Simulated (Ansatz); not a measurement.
The relaxed structure here is a generated cell of SnTe: the first start was made by placing the elements on the sites of a structure type, and the end was not matched to a known phase here, so it may be hypothetical. Known forms of SnTe include space group No. 225.

One stationary structure of SnTe. Space group P6₃mc (No. 186). Method: r2SCAN (plane waves to 500 eV, PAW, scalar-relativistic; Ansatz, an electronic-structure program).

```cif
data_Sn4Te4
_chemical_formula_sum 'Sn4 Te4'
_space_group_name_H-M_alt 'P 1'
_space_group_IT_number 1
_cell_length_a 5.40874
_cell_length_b 5.40874
_cell_length_c 12.67697
_cell_angle_alpha 90.000
_cell_angle_beta 90.000
_cell_angle_gamma 120.000
loop_
_space_group_symop_operation_xyz
  'x, y, z'
loop_
_atom_site_label
_atom_site_type_symbol
_atom_site_fract_x
_atom_site_fract_y
_atom_site_fract_z
_atom_site_occupancy
Sn1 Sn 0.00000 0.00000 0.02461 1
Sn2 Sn 0.00000 0.00000 0.52461 1
Sn3 Sn 0.66667 0.33333 0.77402 1
Sn4 Sn 0.33333 0.66667 0.27402 1
Te1 Te 0.00000 0.00000 0.78813 1
Te2 Te 0.00000 0.00000 0.28813 1
Te3 Te 0.66667 0.33333 0.53887 1
Te4 Te 0.33333 0.66667 0.03887 1
```

```yaml
volume_per_atom: 40.15 Å³
band_gap: 0.61 eV, indirect (valence top at K, conduction bottom at k = (0.1429, 0.1429, 0.3333)) (no spin-orbit coupling)
smallest_direct_gap: 0.88 eV at K
shortest_distances: Sn–Te 2.98 Å
k-mesh: 7×7×3
```

Band energies at high-symmetry points (eV from the VBM; labels of this space group; no spin-orbit coupling), from −5 eV up to 3.4 eV:

```csv
point,energies
Γ,-4.54 -3.60 -3.60 -3.20 -3.20 -2.88 -2.88 -2.36 -2.34 -2.34 -1.88 -1.36 0.78 0.78 0.86 0.86 1.51 1.69 1.69 1.96 1.96 2.58 2.79
M,-4.27 -4.14 -3.64 -3.53 -3.50 -2.60 -2.43 -2.13 -2.07 -1.30 -1.23 -0.67 0.81 1.54 1.92 2.51 2.70 2.88 2.93 3.10 3.28
K,-4.55 -4.55 -4.02 -3.52 -3.52 -2.74 -2.74 -1.73 -0.69 -0.34 -0.34 0.00 0.88 1.37 1.37 1.38 1.88 1.89 1.89
A,-3.59 -3.59 -3.46 -3.46 -3.46 -3.46 -2.55 -2.55 -2.55 -2.55 -1.39 -1.39 0.87 0.87 0.87 0.87 1.74 1.74 1.74 1.74 1.97 1.97
L,-4.09 -4.09 -3.30 -3.30 -2.93 -2.93 -2.85 -2.85 -1.97 -1.97 -0.79 -0.79 1.73 1.73 2.26 2.26 2.89 2.89 2.92 2.92 3.26 3.26
H,-4.44 -4.44 -3.81 -3.81 -2.99 -2.99 -2.50 -2.50 -0.54 -0.54 -0.34 -0.34 1.26 1.26 1.58 1.58 1.78 1.78 3.11 3.11
```

No spin polarisation in the result. Without spin-orbit coupling the bands of the heavy element are not split, so the gap can be far off.

The run could not lose the symmetry of its start, so the end can be a saddle point.
